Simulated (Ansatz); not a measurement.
GeS in space group P-6m2 (No. 187; Ge on 1a, S on 1f), the program Ansatz at the PBE level (PAW), all energies at zero smearing, with the estimated change up to a 700 eV cutoff added, with one set of potentials and settings (totals compare only within such a set). Cell of 2 atoms (1 Ge, 1 S): -5197.104 eV.

```json
[
 {"element": "Ge", "reference phase": "Fd-3m, 2 atoms in the cell", "E (eV/atom)": "-4294.9847"},
 {"element": "S", "reference phase": "Fddd, 32 atoms in the cell", "E (eV/atom)": "-902.0599"}
]
```

Formation energy per atom, worked out: (-5197.104 − 1×(-4294.9847) − 1×(-902.0599))/2 = -0.029 eV/atom (-3 kJ per mol of atoms), at 0 K, without zero-point energy or fitted corrections.

The cell is a constructed one: a structure type filled with these elements; neither database checked (COD, Materials Project) lists it. COD files the formula under space group No. 62, so this cell is another polymorph or a model. Its standing as an ambient phase is unchecked. The cell was relaxed with PBE under the symmetry of its start; its stability against distortions is not shown here. The references are the lowest solids computed at this level, not always the standard phases.

Potentials: the later of the program's two PAW sets.
